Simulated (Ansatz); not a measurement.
ZnS (wurtzite)

```
CELL_PARAMETERS angstrom
      3.84514     0.00000     0.00000
     -1.92257     3.32999     0.00000
      0.00000     0.00000     6.30573
ATOMIC_POSITIONS crystal
  Zn 0.66667 0.33333 0.99985
  Zn 0.33333 0.66667 0.49985
  S  0.66667 0.33333 0.62535
  S  0.33333 0.66667 0.12535
```

Two coordinates are scanned: the volume, and the ratio of the stretch along z (the conventional c axis) to the stretch across it. Atoms keep their fractional coordinates.

Level of theory: PBE (plane waves to 420 eV, PAW, scalar-relativistic; Ansatz, a first-principles code). k mesh 10×10×5 (Γ-centred), Fermi-Dirac smearing 0.05 eV. Stress and pressure are positive under compression. As the atoms are clamped, bonds stretch with the cell, which overstates energies and stresses. The PAW data are Ansatz's earlier set. ZnS was relaxed with its symmetry unable to fall.

Changes of σzz (GPa) from the point V/V₀ = 1.000, (c/a)/(c/a)₀ = 1.000 when one coordinate moves alone (two changes are said to add if the coupling is within 5 % of the smaller one, nearly so within 20 %):

```csv
point,change
"V/V₀ = 1.000, (c/a)/(c/a)₀ = 0.920",9.12
"V/V₀ = 1.000, (c/a)/(c/a)₀ = 0.960",4.00
"V/V₀ = 0.960, (c/a)/(c/a)₀ = 1.000",3.13
"V/V₀ = 0.980, (c/a)/(c/a)₀ = 1.000",1.48
"V/V₀ = 1.020, (c/a)/(c/a)₀ = 1.000",-1.33
"V/V₀ = 1.040, (c/a)/(c/a)₀ = 1.000",-2.52
"V/V₀ = 1.000, (c/a)/(c/a)₀ = 1.040",-3.08
"V/V₀ = 1.000, (c/a)/(c/a)₀ = 1.080",-5.42
```

Problem. Do the two effects add at V/V₀ = 0.980, (c/a)/(c/a)₀ = 1.040? Give the computed change.

Solution. The sum of the single changes is 1.48 + (-3.08) = -1.60; the calculation gives -1.85, so the coupling contributes -0.25 (under 20 % of the smaller single change, nearly additive).

Problem. Do the two effects add at V/V₀ = 0.960, (c/a)/(c/a)₀ = 0.960? Give the computed change.

Solution. The sum of the single changes is 3.13 + (4.00) = 7.13; the calculation gives 7.78, so the coupling contributes 0.65 (over 20 % of the smaller single change, not additive).

Problem. Do the two effects add at V/V₀ = 0.980, (c/a)/(c/a)₀ = 1.080? Give the computed change.

Solution. The sum of the single changes is 1.48 + (-5.42) = -3.94; the calculation gives -4.38, so the coupling contributes -0.44 (over 20 % of the smaller single change, not additive).

(A scan under strain: stresses follow from slopes of the energy per volume, elastic moduli from its curvatures.)
